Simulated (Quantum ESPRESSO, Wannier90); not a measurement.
# SnO2 (rutile): Wannier90 run

```xyz
6
Lattice="4.7648 0.0000 0.0000 0.0000 4.7648 0.0000 0.0000 0.0000 3.2075" Properties=species:S:1:pos:R:3 pbc="T T T"
Sn     2.3824     2.3824     1.6038
Sn     0.0000     0.0000     0.0000
O      0.9245    -0.9245     1.6038
O     -0.9245     0.9245     1.6038
O     -1.4579    -1.4579     0.0000
O      1.4579     1.4579     0.0000
```

Materials Project entry mp-856; symmetrised, unrelaxed at this level. COD (Crystallography Open Database) has an entry of this formula and space group (matched by these alone). Method: PBEsol plane waves in Quantum ESPRESSO 7.5 (PseudoDojo norm-conserving files, 68 Ry, no spin polarisation, no spin-orbit coupling), Bloch states on a 6×6×10 mesh through Γ, Wannier90 4.0.1. Density: 6×6×10 mesh, cold smearing 0.01 Ry. Spin-orbit coupling is left out although heavy elements are present.

A tight-binding model is made by disentanglement and projection with no localisation steps (num_iter = 0), so the 24 orbitals stay atom-like: hydrogen-like Sn: s;p; O: s;p, axes along x, y, z; frozen window up to 2.44 eV relative to the valence-band maximum. It follows pw.x to 0.2 meV rms for states up to 1.9 eV relative to the valence-band maximum. Matrix elements depend on this choice of orbitals and windows.

**Question.** What are the on-site energies relative to the valence-band maximum, and how fast do the hoppings decay?

**Answer.** 
```json
[
 {"atom": "Sn1", "orbitals": "s", "energy (eV)": "2.21"},
 {"atom": "Sn1", "orbitals": "pz", "energy (eV)": "9.52"},
 {"atom": "Sn1", "orbitals": "px py", "energy (eV)": "8.39"},
 {"atom": "Sn2", "orbitals": "s", "energy (eV)": "2.21"},
 {"atom": "Sn2", "orbitals": "pz", "energy (eV)": "9.52"},
 {"atom": "Sn2", "orbitals": "px py", "energy (eV)": "8.40"},
 {"atom": "O3", "orbitals": "s", "energy (eV)": "-15.75"},
 {"atom": "O3", "orbitals": "pz", "energy (eV)": "-2.13"},
 {"atom": "O3", "orbitals": "px py", "energy (eV)": "-1.90"},
 {"atom": "O4", "orbitals": "s", "energy (eV)": "-15.75"},
 {"atom": "O4", "orbitals": "pz", "energy (eV)": "-2.13"},
 {"atom": "O4", "orbitals": "px py", "energy (eV)": "-1.90"},
 {"atom": "O5", "orbitals": "s", "energy (eV)": "-15.75"},
 {"atom": "O5", "orbitals": "pz", "energy (eV)": "-2.13"},
 {"atom": "O5", "orbitals": "px py", "energy (eV)": "-1.90"},
 {"atom": "O6", "orbitals": "s", "energy (eV)": "-15.75"},
 {"atom": "O6", "orbitals": "pz", "energy (eV)": "-2.13"},
 {"atom": "O6", "orbitals": "px py", "energy (eV)": "-1.90"}
]
```

```tsv
distance of the centres (Å)	largest modulus (eV)
2–3	1.9
3–4	0.73
4–5	0.078
5–6	0.034
6–7	0.026
7–8	0.0069
8–9	0.0090
9–10	0.0046
10–11	0.0022
11–12	0.00093
12–13	0.00074
```
